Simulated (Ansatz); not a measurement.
Relaxed Sb (A7 type, space group R-3m):

```yaml
crystal:
  lattice:
    - [2.16397, 1.24937, 3.78144]
    - [-2.16397, 1.24937, 3.78144]
    - [0.00000, -2.49874, 3.78144]
  atoms:
    - { symbol: Sb, position: [0.23324, 0.23324, 0.23324] }
    - { symbol: Sb, position: [0.76676, 0.76676, 0.76676] }
```

Computed with r2SCAN+rVV10 (plane waves to 500 eV, PAW, scalar-relativistic; Ansatz, a program for electronic structure). k mesh 11×11×11 (Γ-centred), Fermi-Dirac smearing 0.05 eV. With partly filled bands, energies and forces of such displacements shift with the k mesh and the smearing. Sb was relaxed with its symmetry unable to fall. Spin-orbit coupling is left out, though Sb is heavy.

One atom of the cell was then moved (with its periodic images), all else fixed, and the forces (eV/Å) came out as:

```csv
atom,Fx,Fy,Fz
Sb1,-1.268,-0.279,1.705
Sb2,1.268,0.279,-1.705
```

With two atoms only their relative shift counts; take Sb2 as fixed.

Question: Which atom was moved, and by which vector (Å)?

Answer: Sb1, by (0.22, 0.00, -0.22), 0.31 Å in all.

(For displaced atoms, the force is minus the slope of the energy, and its curvature is a force constant, which sets phonon frequencies.)
